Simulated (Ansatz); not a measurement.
# Barrier of one jump, Ga in In

Method: DFT PBEsol, scalar-relativistic, plane waves, PAW (Ansatz). (420 eV cutoff, 3×3×3 k-mesh, Gaussian smearing of 0.10 eV, no spin polarisation)

Host crystal, relaxed:

```cif
data_structure
_symmetry_space_group_name_H-M 'P 1'
_symmetry_Int_Tables_number 1
_cell_length_a 3.2267
_cell_length_b 3.2267
_cell_length_c 3.2267
_cell_angle_alpha 109.471
_cell_angle_beta 109.471
_cell_angle_gamma 109.471
_cell_volume 25.86
loop_
_atom_site_label
_atom_site_type_symbol
_atom_site_fract_x
_atom_site_fract_y
_atom_site_fract_z
_atom_site_occupancy
In1 In 0.00000 0.00000 0.00000 1
```

In a supercell of 16 host sites, Ga trades places with a neighbouring In vacancy, moving 2.52 Å between the relaxed ends. Climbing-image nudged elastic band at fixed cell with images 0 (start) to 6 (end), the path measured over all atoms, converged to 0.05 eV/Å; the order of the saddle wasn't checked, and the small cell leaves errors of about a tenth of an eV.

Supercell rows in host cell vectors: 0 2 2; 2 0 2; 2 2 0. Ga was set at (0.000, 0.000, 0.000) of the host cell.

At the relaxed start Ga has 3 In at 3.13 Å, 3 In at 3.14 Å.

**Question.** How high is the barrier, and where does the atom pass?

**Answer.** 0.19 eV at image 3, where Ga has 6 In at 3.04 Å.

Cost: 1 run of about 21 core-minutes, on Arm Neoverse V2 (shared hosts).